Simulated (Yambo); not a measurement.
SiC (2H, space group P6_3mc, No. 186): the exchange self-energy on PBEsol orbitals (Yambo, 6×6×4 mesh) holds the Coulomb divergence, which is integrated with random points (RandQpts).

```json
[
 {"random points": "1,000", "exchange-only gap Γ → K (eV)": "9.18", "shift of the valence edge (eV)": "-2.73", "gap against the reference (meV)": "105"},
 {"random points": "10,000", "exchange-only gap Γ → K (eV)": "9.00", "shift of the valence edge (eV)": "-2.48", "gap against the reference (meV)": "-66"},
 {"random points": "100,000", "exchange-only gap Γ → K (eV)": "9.08", "shift of the valence edge (eV)": "-2.60", "gap against the reference (meV)": "14"},
 {"random points": "1,000,000", "exchange-only gap Γ → K (eV)": "9.08", "shift of the valence edge (eV)": "-2.60", "gap against the reference (meV)": "13"},
 {"random points": "5,000,000", "exchange-only gap Γ → K (eV)": "9.07", "shift of the valence edge (eV)": "-2.58", "gap against the reference (meV)": "reference"}
]
```

From 100,000 points on, the gap stays within 20 meV of the run with most points. The error is statistical; each row is a single draw, so the rows fix no rate of convergence.

Geometry relaxed with PBEsol; primitive cell a = b = 3.076 Å, c = 5.048 Å, α = β = 90.00°, γ = 120.00°.

A shift is the quasiparticle energy of the state minus its PBEsol energy.
